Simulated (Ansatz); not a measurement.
# Cs2InAgCl6: levels and charges under dearer methods

A database entry relaxed whole under r2SCAN at zero pressure (Fm-3m, No. 225):

```
Cs In Ag Cl
1.0
     0.00000    5.25743    5.25743
     5.25743    0.00000    5.25743
     5.25743    5.25743    0.00000
Cs In Ag Cl
2 1 1 6
Direct
  0.25000 0.25000 0.25000
  0.75000 0.75000 0.75000
  0.00000 0.00000 0.00000
  0.50000 0.50000 0.50000
  0.75854 0.24146 0.24146
  0.24146 0.75854 0.24146
  0.24146 0.75854 0.75854
  0.75854 0.24146 0.75854
  0.24146 0.24146 0.75854
  0.75854 0.75854 0.24146
```

Its volume is 29.06 Å³ an atom, +1.3 % against the entry's 28.69, a measured cell (2017, 213 K).

Single points on this cell with plane-wave PAW DFT (Ansatz 0.2.0; r2SCAN 500 eV, hybrids 420 eV; fermi-dirac occupations of width 0.020 eV; no moments): r2SCAN on a 6×6×6 Γ-centred mesh; r2SCAN with spin-orbit coupling on a 6×6×6 Γ-centred mesh; HSE06 on a 4×4×4 Γ-centred mesh; PBE0 on a 4×4×4 Γ-centred mesh.

**Question.** How do gap, pressure and charges move from level to level?

**Answer.** The runs give:

```tsv
level	gap (eV), or kind	pressure (GPa)	Bader charge of Cs (e)	Bader charge of In (e)	Bader charge of Ag (e)	Bader charge of Cl (e)
r2SCAN	1.60	0.0	+0.89	+1.72	+0.68	-0.70
r2SCAN with spin-orbit coupling	1.58	0.0	+0.89	+1.72	+0.68	-0.69
HSE06	2.41	0.5	+0.89	+1.73	+0.67	-0.70
PBE0	3.11	0.4	+0.89	+1.73	+0.67	-0.70
```

Under r2SCAN the gap is 1.60 eV, over mesh and band path. HSE06 moves it by +0.81 eV and PBE0 by +1.51 eV; PBE0 keeps its exact exchange at long range, which widens the gap over HSE06's by 0.70 eV on their common mesh. Spin-orbit coupling moves the r2SCAN gap by -0.02 eV.

Caveats: the relaxation kept the start's symmetry; HSE06 is read on its mesh and at the zone's corners, PBE0 on its mesh alone; hybrid pressures are good to a few tenths of a GPa; pressure is positive in compression.
